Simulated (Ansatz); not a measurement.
HfO$_{2}$ in space group Pnma (No. 62; Hf on 4c, O on 4c, O on 4c), LDA in the plane-wave PAW code Ansatz. The conduction-band minimum lies at Γ, with 1 equivalent valley. Second derivatives d²E/dk² of the lowest band at one valley (eV·Å²), along Cartesian directions:

| direction | d²E/dk² |
|---|---|
| [100] | 11.86 |
| [010] | 4.462 |
| [001] | 13.41 |
| [110] | 8.161 |
| [101] | 12.64 |
| [011] | 8.938 |

### Question
Find the principal effective masses, the density-of-states mass and the conductivity mass.

### Answer
Off-diagonal terms follow from H_xy = H[110] − (H_xx + H_yy)/2, and m*/mₑ = 7.620 eV·Å² over each eigenvalue: 0.57, 0.64, 1.7. One valley's DOS mass (m₁m₂m₃)^(1/3) = 0.85, conductivity mass 3/(Σ 1/mᵢ) = 0.77 mₑ.

### Question
What effective density of states Nc follows at 300 K for parabolic valleys?

### Answer
Nc = 2.509e19 × 1 × (0.85)^(3/2) ≈ 2.0e19 cm⁻³.

### Question
With the computed static dielectric constant 23.7 (mean of the diagonal), estimate a hydrogenic donor's binding energy and radius.

### Answer
E = 13.606 eV × 0.77/23.7² ≈ 19 meV; a = 0.529 Å × ε/m* ≈ 16 Å. Semilocal masses tend to be too small where the gap is.

The workflow started from a Materials Project entry (that database holds measured and hypothetical structures alike); the Crystallography Open Database copy checked does not list it. It is not the phase usual at ambient conditions (space group No. 14, 29). Symmetry was held in the LDA relaxation; of distortions, only those at the zone centre were tested. No spin polarisation was allowed. Spin–orbit coupling is left out wherever it is not named.

Potentials: the later of the program's two PAW sets.
